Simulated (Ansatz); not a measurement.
Ga:
```cif
data_Ga8
_chemical_formula_sum 'Ga8'
_space_group_name_H-M_alt 'Cmce'
_space_group_IT_number 64
_space_group_name_Hall '-C 2ac 2'
_cell_length_a 4.42391
_cell_length_b 7.49297
_cell_length_c 4.43377
_cell_angle_alpha 90.000
_cell_angle_beta 90.000
_cell_angle_gamma 90.000
loop_
_space_group_symop_operation_xyz
  'x, y, z'
  '-x, -y, -z'
  '-x+1/2, -y, z+1/2'
  'x+1/2, y, -z+1/2'
  'x, -y, -z'
  '-x, y, z'
  '-x+1/2, y, -z+1/2'
  'x+1/2, -y, z+1/2'
  'x+1/2, y+1/2, z'
  '-x+1/2, -y+1/2, -z'
  '-x, -y+1/2, z+1/2'
  'x, y+1/2, -z+1/2'
  'x+1/2, -y+1/2, -z'
  '-x+1/2, y+1/2, z'
  '-x, y+1/2, -z+1/2'
  'x, -y+1/2, z+1/2'
loop_
_atom_site_label
_atom_site_type_symbol
_atom_site_symmetry_multiplicity
_atom_site_Wyckoff_symbol
_atom_site_fract_x
_atom_site_fract_y
_atom_site_fract_z
_atom_site_occupancy
Ga1 Ga 8 f 0.00000 0.34408 0.41525 1
```
(The calculation used a cell of 4 atoms; values per cell refer to that cell.)

Relaxed with LDA.

Question: Which orbitals make up the states near the Fermi level in plane-wave PAW LDA (Ansatz code)?

Answer: Within 0.5 eV of the Fermi level: Ga 4p 82 %, Ga 4s 16 %. Projections are on Löwdin-orthogonalised atomic valence shells; empty p or d shells of many metals are not among them.

Question: Tabulate the density of states.

Answer: States/eV per cell of 4 atoms, in 0.25 eV bins, energy from the Fermi level.

| E (eV) | total | Ga 4p | Ga 4s | Ga 3d |
|---|---|---|---|---|
| -7.85 | 0.86 | 0.41 | 0.44 | 0.01 |
| -7.60 | 0.92 | 0.43 | 0.48 | 0.01 |
| -7.35 | 1.09 | 0.51 | 0.57 | 0.01 |
| -7.10 | 1.12 | 0.53 | 0.57 | 0.01 |
| -6.85 | 0.95 | 0.45 | 0.49 | 0.01 |
| -6.60 | 0.72 | 0.34 | 0.36 | 0.01 |
| -6.35 | 1.01 | 0.51 | 0.49 | 0.01 |
| -6.10 | 1.11 | 0.56 | 0.53 | 0.01 |
| -5.85 | 1.08 | 0.56 | 0.51 | 0.01 |
| -5.60 | 1.22 | 0.65 | 0.56 | 0.01 |
| -5.35 | 1.21 | 0.64 | 0.56 | 0.01 |
| -5.10 | 1.17 | 0.61 | 0.55 | 0.01 |
| -4.85 | 1.13 | 0.58 | 0.53 | 0.01 |
| -4.60 | 1.08 | 0.56 | 0.52 | 0.01 |
| -4.35 | 1.03 | 0.53 | 0.49 | 0.01 |
| -4.10 | 0.90 | 0.50 | 0.39 | 0.01 |
| -3.85 | 0.93 | 0.56 | 0.35 | 0.01 |
| -3.60 | 1.06 | 0.71 | 0.34 | 0.01 |
| -3.35 | 1.36 | 0.92 | 0.43 | 0.01 |
| -3.10 | 1.46 | 1.03 | 0.42 | 0.01 |
| -2.85 | 1.33 | 0.98 | 0.33 | 0.01 |
| -2.60 | 1.31 | 1.00 | 0.30 | 0.01 |
| -2.35 | 1.35 | 1.06 | 0.27 | 0.01 |
| -2.10 | 1.44 | 1.17 | 0.26 | 0.01 |
| -1.85 | 1.65 | 1.38 | 0.26 | 0.01 |
| -1.60 | 1.94 | 1.66 | 0.26 | 0.01 |
| -1.35 | 2.06 | 1.78 | 0.26 | 0.01 |
| -1.10 | 1.78 | 1.53 | 0.23 | 0.01 |
| -0.85 | 1.55 | 1.33 | 0.20 | 0.01 |
| -0.60 | 1.40 | 1.19 | 0.19 | 0.01 |
| -0.35 | 1.15 | 0.97 | 0.16 | 0.01 |
| -0.10 | 0.80 | 0.66 | 0.13 | 0.00 |
| 0.15 | 0.48 | 0.38 | 0.09 | 0.00 |
| 0.40 | 0.71 | 0.55 | 0.14 | 0.00 |
| 0.65 | 1.21 | 0.85 | 0.33 | 0.01 |
| 0.90 | 1.54 | 0.97 | 0.52 | 0.01 |
| 1.15 | 2.15 | 1.33 | 0.76 | 0.01 |
| 1.40 | 2.07 | 1.32 | 0.68 | 0.01 |
| 1.65 | 1.81 | 1.22 | 0.53 | 0.01 |
| 1.90 | 1.47 | 1.01 | 0.41 | 0.01 |
| 2.15 | 1.37 | 0.95 | 0.38 | 0.01 |
| 2.40 | 1.59 | 1.11 | 0.42 | 0.01 |
| 2.65 | 1.72 | 1.22 | 0.43 | 0.01 |
| 2.90 | 1.77 | 1.26 | 0.42 | 0.01 |
| 3.15 | 1.92 | 1.36 | 0.45 | 0.01 |
| 3.40 | 1.84 | 1.32 | 0.42 | 0.01 |
| 3.65 | 1.65 | 1.21 | 0.34 | 0.01 |
| 3.90 | 1.92 | 1.43 | 0.36 | 0.01 |
| 4.15 | 1.85 | 1.35 | 0.36 | 0.01 |
| 4.40 | 1.81 | 1.33 | 0.33 | 0.01 |

Symmetry was held in the LDA relaxation. Scalar-relativistic: spin–orbit coupling is off unless named, which matters more the heavier the elements.

Potentials: the earlier of the program's two PAW sets.
